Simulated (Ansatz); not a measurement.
The cell below belongs to a search over invented structures; it isn't taken from experiment.

Input and command of a plane-wave DFT calculation in Ansatz:

```yaml
crystal:
  lattice:
    - [7.1705904, 0.0, 0.0]
    - [-3.5852952, 6.20991344, 0.0]
    - [0.0, 0.0, 6.0219552]
  atoms:
    - { symbol: Sb, position: [0.2141025, 0.7858975, 0.83878285] }
    - { symbol: Sb, position: [0.2141025, 0.42820499, 0.83878285] }
    - { symbol: Sb, position: [0.57179501, 0.7858975, 0.83878285] }
    - { symbol: Sb, position: [0.7858975, 0.2141025, 0.16121715] }
    - { symbol: Sb, position: [0.42820499, 0.2141025, 0.16121715] }
    - { symbol: Sb, position: [0.7858975, 0.57179501, 0.16121715] }
    - { symbol: Sb, position: [0.0, 0.0, 0.5] }
    - { symbol: S, position: [0.0, 0.0, 0.0] }
basis:
  ecutwfc: 420
kpoints:
  mp_grid: { grid: [3, 3, 3] }
hamiltonian:
  xc: pbe
scf:
  occupations: { method: gaussian, width: 0.2 }
  lower_state_search: "off"
output:
  forces: true
  stress: true
  eigenvalues: true
relax:
  adjacent_minimum: "off"
  f_tol: 0.08
  max_steps: 16
  cell: { stress_tol: 0.8 }
```

```bash
ansatz run input.yaml --threads 1 --pin off --max-ram 2560MiB --backend cpu --events-out ev --progress --plain --runs-dir out
```

Processor: Intel(R) Xeon(R) Processor @ 2.50GHz (Skylake/Cascade Lake), 1 thread, on a host shared with other jobs.

Q: Estimate time, memory and problem size.

A: About 2.5 min, peak memory 0.57 GiB. It solves 67 bands at 7 k points (after reduction by symmetry) with about 5833 plane waves (on the last cell), in 47 SCF iterations over 7 ionic steps.
